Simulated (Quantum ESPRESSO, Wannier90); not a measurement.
Wannier functions of In₂SbAs (R3m)

```
CELL_PARAMETERS angstrom
     -2.26984     3.93147     0.00000
     -4.53967     0.00000     0.00000
     -2.26984     1.31049     7.40137
ATOMIC_POSITIONS crystal
  In 0.99508 0.99508 0.01475
  In 0.50486 0.50486 0.48542
  Sb 0.37531 0.37531 0.87407
  As 0.87473 0.87473 0.37580
```

Materials Project entry mp-1223844; symmetrised, unrelaxed at this level. Not found in the COD (Crystallography Open Database) copy used; not checked further. Method: PBEsol plane waves in Quantum ESPRESSO 7.5 (PseudoDojo norm-conserving files, 68 Ry, no spin polarisation, no spin-orbit coupling), Bloch states on a 6×6×6 mesh through Γ, Wannier90 4.0.1. Density: 8×8×8 mesh, cold smearing 0.01 Ry. Spin-orbit coupling is left out although heavy elements are present.

Base run: 16 functions from bands 21-46 of the 46 computed, start hydrogen-like In: s;p; Sb: s;p; As: s;p, centres 0.05 Å off the atoms, frozen window up to 1.50 eV relative to the Fermi level, outer window open. Rows change the key named; with other orbitals the number of functions and the frozen window follow, as listed; window edges are relative to the Fermi level. The misfit compares interpolated bands with pw.x on a high-symmetry path, for states up to 1.0 eV relative to the Fermi level. Converged means that the tolerances were met: symmetric starts can stop on a saddle, which shows as a larger Ω_OD at equal Ω_I and can move the misfit too.

| setting | functions | frozen to (eV) | Ω_I (Å²) | Ω_D (Å²) | Ω_OD (Å²) | rms misfit (meV) | worst (meV) | ended |
|---|---|---|---|---|---|---|---|---|
| base | 16 | 1.50 | 28.91 | 0.04 | 4.12 | 5.3 | 73 | converged |

**Question.** Starting from this base row, predict which settings stop with an error, and how Ω_I and the misfit move in the others: only the lowest 18 of the kept bands; only the lowest 21 of the kept bands; only the lowest 23 of the kept bands; dis_mix_ratio = 0.2.

**Answer.** 
```tsv
setting	functions	frozen to (eV)	Ω_I (Å²)	Ω_D (Å²)	Ω_OD (Å²)	rms misfit (meV)	worst (meV)	ended
only the lowest 18 of the kept bands	16	1.50	43.90	0.24	7.66	8.3	56	converged
only the lowest 21 of the kept bands	16	1.50	35.49	0.12	4.89	3.7	32	converged
only the lowest 23 of the kept bands	16	1.50	32.35	0.07	4.38	4.1	69	converged
dis_mix_ratio = 0.2	16	1.50	28.91	0.04	4.13	5.3	73	converged
```
